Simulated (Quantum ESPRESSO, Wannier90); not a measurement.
# TaS2 (R-3m), plane waves to Wannier functions

```yaml
crystal:
  lattice:
    - [-1.69172, 2.93014, 0.00000]
    - [-3.38344, 0.00000, 0.00000]
    - [-1.69172, 0.97671, 6.35141]
  atoms:
    - { symbol: Ta, position: [0.00000, 0.00000, 0.00000] }
    - { symbol: S, position: [0.25387, 0.25387, 0.23838] }
    - { symbol: S, position: [0.74613, 0.74613, 0.76162] }
```

Cell from Materials Project (mp-555037), symmetrised, no further relaxation. COD (Crystallography Open Database) has the formula in 4 space groups, this one among them (matched by group alone). Computed values, not measurements, from PBEsol: Quantum ESPRESSO (norm-conserving PseudoDojo potentials, cutoff 47 Ry, no spin polarisation, no spin-orbit coupling) on a Γ-centred 10×10×10 mesh, then Wannier90. Density: 10×10×10 mesh, cold smearing 0.01 Ry. The cell is built of weakly bound layers, chains or molecules, whose nearest atoms lie 3.85 Å apart. Database cells relaxed without dispersion often hold them too far apart, which can enlarge gaps and weakens couplings between them; spacing and stacking were not compared with the measured crystal. Spin-orbit coupling is left out although heavy elements are present.

Base run: 11 functions from bands 7-27 of the 27 computed, start hydrogen-like Ta: d; S: p, frozen window up to 1.50 eV relative to the Fermi level, outer window open. One thing is changed at a time; window edges are relative to the Fermi level. The misfit compares interpolated bands with pw.x on a high-symmetry path, for states up to 1.0 eV relative to the Fermi level. Converged means that the tolerances were met: symmetric starts can stop on a saddle, which shows as a larger Ω_OD at equal Ω_I and can move the misfit too.

```json
[
 {"setting": "base", "functions": "11", "frozen to (eV)": "1.50", "Ω_I (Å²)": "18.41", "Ω_D (Å²)": "0.01", "Ω_OD (Å²)": "0.85", "rms misfit (meV)": "1.3", "worst (meV)": "10", "ended": "converged"}
]
```

Task: Starting from this base row, predict which settings stop with an error, and how Ω_I and the misfit move in the others: frozen window to 0.50 eV; frozen window to 3.50 eV; frozen window to 2.50 eV; frozen window to 5.48 eV.

Result: 
```csv
setting,functions,frozen to (eV),Ω_I (Å²),Ω_D (Å²),Ω_OD (Å²),rms misfit (meV),worst (meV),ended
frozen window to 0.50 eV,11,0.50,17.88,0.01,0.74,19,179,converged
frozen window to 3.50 eV,11,3.50,20.33,0.01,1.07,0.9,3.8,converged
frozen window to 2.50 eV,11,2.50,18.90,0.01,0.93,0.7,3.7,converged
frozen window to 5.48 eV,11,5.48,–,–,–,–,–,stops: too many frozen states
```

Runs of this sweep that didn't settle are not listed.
